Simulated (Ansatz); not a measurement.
BN:
```
CELL_PARAMETERS angstrom
      0.00000     3.27906     2.15279
      1.24483     0.00000     2.15279
      1.24483     3.27906     0.00000
ATOMIC_POSITIONS crystal
  B  0.00013 0.00013 0.99987
  N  0.66657 0.66657 0.33343
```

Relaxed with LDA. Special points in fractions of this cell's reciprocal vectors: Γ (0.000, 0.000, 0.000); Y (0.500, 0.000, 0.500); T (1.000, 0.500, 0.500); Z (0.500, 0.500, 0.000); Σ0 (0.000, 0.370, 0.370); U0 (1.000, 0.630, 0.630); C0 (0.500, 0.298, 0.798); A0 (0.500, 0.702, 0.202); L (0.500, 0.500, 0.500).

**Question.** List the band energies nearest the valence-band maximum at these points for DFT-LDA in the program Ansatz with PAW potentials.

**Answer.** In eV from the valence-band maximum; about four levels below and three above (degenerate sets whole), none deeper than 8.9 eV; … stands for higher levels left out; points with the same levels are listed once.

```csv
k,below,above
Γ,-4.43 -1.57 -1.56,4.74 11.38 …
Y,-6.75 -1.61 -1.55,9.91 11.31 …
T,-4.49 -1.88,3.27 9.85 …
Z,-4.42 -0.49,5.87 9.36 …
Σ0,-8.40 -6.95 -0.90,3.76 12.16 …
C0,-8.35 -7.11 -0.76,4.93 12.77 …
L,-4.42 -1.23,4.29 9.86 …
```

Space group Fmm2. The workflow started from a Materials Project entry (that database holds measured and hypothetical structures alike); the Crystallography Open Database copy checked does not list it. It is not the phase usual at ambient conditions (space group No. 186, 194, 216). The cell was relaxed with LDA under the symmetry of its start. At this level the phase is mechanically unstable. A crystal of weakly bound layers computed without a dispersion correction: the cell and the soft elastic constants depend strongly on that.

Potentials: the earlier of the program's two PAW sets. The files were generated under PBE; for other functionals the program regenerates the frozen cores, and for LDA and PBEsol the local potential too.
